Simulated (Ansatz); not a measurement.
**Si (beta-Sn type): energy against volume**

Computed with DFT, r2SCAN, plane waves (500 eV) with PAW, scalar-relativistic (Ansatz). The PAW files were generated under PBE, with cores re-solved for the functional.

The cell is scaled uniformly from the relaxed one, with fractional coordinates and shape fixed. Energies are extrapolated to zero smearing, pressures are those at the given smearing. Because the bonds are stretched with the cell, B₀ of this curve lies above the true bulk modulus of such a structure. Magnetic state: spin not included.

A Birch-Murnaghan fit gives V₀ = 15.26 Å³/atom, B₀ = 111 GPa, B₀′ = 4.4.

**Question.** What are the energy above the minimum and the pressure at 14.034 Å³/atom?

**Answer.** 39.6 meV/atom and 11.20 GPa as computed.

**Question.** What are the energy above the minimum and the pressure at 14.644 Å³/atom?

**Answer.** 9.2 meV/atom and 5.02 GPa as computed.

**Question.** What are the energy above the minimum and the pressure at 16.474 Å³/atom?

**Answer.** 29.4 meV/atom and -7.21 GPa as computed.
